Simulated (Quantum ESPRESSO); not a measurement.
## One change at a time to AlAuHf2Ru2Ti2

These are calculations, not measurements. They come from Quantum ESPRESSO 7.5, a public plane-wave density functional program. Each row is one single-point run on a made-up periodic cell of eight metal atoms, with elements, volume, strain and displacements drawn at random and not relaxed, so a cell may be unstable or far from any real phase. There is no spin polarisation or spin-orbit coupling.

Settings: PBE unless stated; PseudoDojo standard norm-conserving files; Fermi-Dirac width 0.25 eV, which means electrons at about 2900 K; cutoff 1143 eV; 8 x 4 x 4 k mesh shifted half a step off Gamma. E is the free energy of the whole cell (internal energy minus TS), so a -TS column is already part of it. Stress is positive in tension, and the pressure P is minus a third of its trace.

Checks: one run of this series was repeated at a higher cutoff and on a denser mesh, which moved values by no more than 0.002 eV, 0.03 GPa and 0.005 eV/Å, and a second program with other atomic files agreed on it to 2 % rms in force and 0.5 GPa in pressure. Known limits: heavy elements are run without spin-orbit coupling, which real alloys of them have; a spin test at this wide smearing found no moment, but such smearing suppresses magnetism that the real alloy may have.

The lattice is hexagonal close-packed, and the cell vectors in Å are (-2.894, -0.005, -0.049); (-0.068, 5.068, -4.581); (-0.085, -5.193, -4.719), a volume of 138.04 Å³ in run 1. The elements on sites 1 to 8 are Ru Hf Hf Ti Ti Au Ru Al. Each later run makes one change to run 1 and keeps the rest. E is counted from run 1, and is n/a where other atomic files have another zero of energy.

| run | change | V (Å³) | P (GPa) | -TS (eV) | rms force (eV/Å) | largest change of a force component (eV/Å) | E (eV) |
|---|---|---|---|---|---|---|---|
| 1 | none | 138.04 | 1.07 | -1.869 | 1.085 | 0.000 | 0.000 |
| 2 | sites 3 and 5 exchanged | 138.04 | 1.07 | -1.861 | 0.984 | 1.006 | 0.063 |
| 3 | all lengths scaled by -1.66 % | 131.29 | 9.07 | -1.771 | 1.184 | 0.326 | 0.207 |
| 4 | LDA in place of PBE | 138.04 | -9.83 | -1.882 | 1.029 | 0.276 | n/a |
| 5 | Mo on site 6 | 138.04 | -0.44 | -1.993 | 0.974 | 0.813 | n/a |
| 6 | site 7 moved by +0.25 Å along z | 138.04 | 2.53 | -1.869 | 1.173 | 1.305 | ? |

## Worked estimate

Along the move dE = -F dx. The force on site 7 along z is -1.132 eV/Å in run 1 and -2.438 eV/Å in run 6, and the move is +0.25 Å, so the mean force times the move gives an estimate.

## Withheld value

Question: what E should run 6 give?

The estimate is 0.446 eV. The calculation gave 0.442 eV. The mean of two end points misses the curvature of the force.
